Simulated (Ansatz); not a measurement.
ScSi:
```
CELL_PARAMETERS angstrom
      1.99811    -4.94875     0.00000
      1.99811     4.94875     0.00000
      0.00000     0.00000     3.66183
ATOMIC_POSITIONS crystal
  Sc 0.13914 0.86086 0.75000
  Sc 0.86086 0.13914 0.25000
  Si 0.41922 0.58078 0.75000
  Si 0.58078 0.41922 0.25000
```

Relaxed with r²SCAN. Special points in fractions of this cell's reciprocal vectors: Γ (0.000, 0.000, 0.000); Y (-0.500, 0.500, 0.000); C0 (-0.291, 0.709, 0.000); Σ0 (0.291, 0.291, 0.000); Z (0.000, 0.000, 0.500); A0 (0.291, 0.291, 0.500); E0 (-0.291, 0.709, 0.500); T (-0.500, 0.500, 0.500); S (0.000, 0.500, 0.000); R (0.000, 0.500, 0.500).

### Question
List the band energies nearest the Fermi level at these points for the program Ansatz at the r²SCAN level (PAW).

### Answer
In eV from the Fermi level; about four levels below and three above (degenerate sets whole), none deeper than 8.9 eV; points with the same levels are listed once.

```csv
k,below,above
Γ,-3.53 -2.49 -1.75 -1.20,0.07 0.69 1.55
Y,-1.93 -1.91 -1.04 -0.51,1.26 1.40 1.86
C0,-5.36 -2.36 -2.16 -2.08,0.50 0.73 1.38
Z,-1.97 -1.97 -1.26 -1.26,2.89 2.89 3.25 3.25
A0,-2.95 -2.95 -0.30 -0.30,2.10 2.10 3.38 3.38
T,-1.60 -1.60 -0.05 -0.05,1.53 1.53 2.34 2.34
S,-4.86 -3.36 -2.36 -1.76,0.33 0.82 1.50
R,-2.87 -2.87 -0.66 -0.66,2.57 2.57 3.35 3.35
```

Space group Cmcm. The first step of the workflow began from a Materials Project structure, measured or hypothetical; the Crystallography Open Database copy checked does not list it. Its standing as an ambient phase is unchecked. Symmetry was held in the r²SCAN relaxation; whether a distortion lowers the energy is not shown. The run is not spin-polarised.

Potentials: the earlier of the program's two PAW sets.
